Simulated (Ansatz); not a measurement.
## Ba$_{2}$InBiSe$_{5}$: levels and charges under dearer methods

A database entry relaxed whole under r2SCAN at zero pressure (Cmc2_1, No. 36):

```xyz
18
Lattice="2.1717 -9.6430 0.0000 2.1717 9.6430 0.0000 0.0000 0.0000 13.3399" Properties=species:S:1:pos:R:3 pbc="T T T"
Ba    2.1717   -2.1850    8.6170
Ba    2.1717    2.1850    1.9471
Ba    2.1717    2.4823    6.9255
Ba    2.1717   -2.4823    0.2555
In    2.1717    8.5126    5.1884
In    2.1717   -8.5126   11.8584
Bi    2.1717   -4.1729    4.1075
Bi    2.1717    4.1729   10.7775
Se    2.1717    5.4792    2.1735
Se    2.1717   -5.4792    8.8434
Se    2.1717   -9.5702    7.4389
Se    2.1717    9.5702    0.7689
Se    2.1717   -0.8764    3.7143
Se    2.1717    0.8764   10.3842
Se    2.1717   -6.8883    4.4008
Se    2.1717    6.8883   11.0708
Se    2.1717    6.0383    6.1839
Se    2.1717   -6.0383   12.8539
```

Its volume is 31.04 Å³ an atom, +2.5 % against the entry's 30.29, a measured cell (2012, 293 K).

Single points on this cell with plane-wave PAW DFT (Ansatz 0.2.0; r2SCAN 500 eV, hybrids 420 eV; fermi-dirac occupations of width 0.020 eV; no moments): r2SCAN on a 8×8×2 Γ-centred mesh; r2SCAN with spin-orbit coupling on a 2×2×2 Γ-centred mesh; PBE0 on a 4×4×2 Γ-centred mesh.

Task: How do gap, pressure and charges move from level to level?

Result: The runs give:

```tsv
level	gap (eV), or kind	pressure (GPa)	Bader charge of Ba (e)	Bader charge of In (e)	Bader charge of Bi (e)	Bader charge of Se (e)
r2SCAN	1.44	0.0	+1.48	+1.10	+1.15	-1.04
r2SCAN with spin-orbit coupling	1.37	0.3	+1.48	+1.11	+1.08	-1.03
PBE0	its mesh misses the band edges	-0.4	+1.48	+1.11	+1.19	-1.05
```

Under r2SCAN the gap is 1.44 eV, over mesh and band path. Spin-orbit coupling moves the r2SCAN gap by -0.07 eV.

Caveats: the relaxation kept the start's symmetry; hybrid pressures are good to a few tenths of a GPa; pressure is positive in compression.
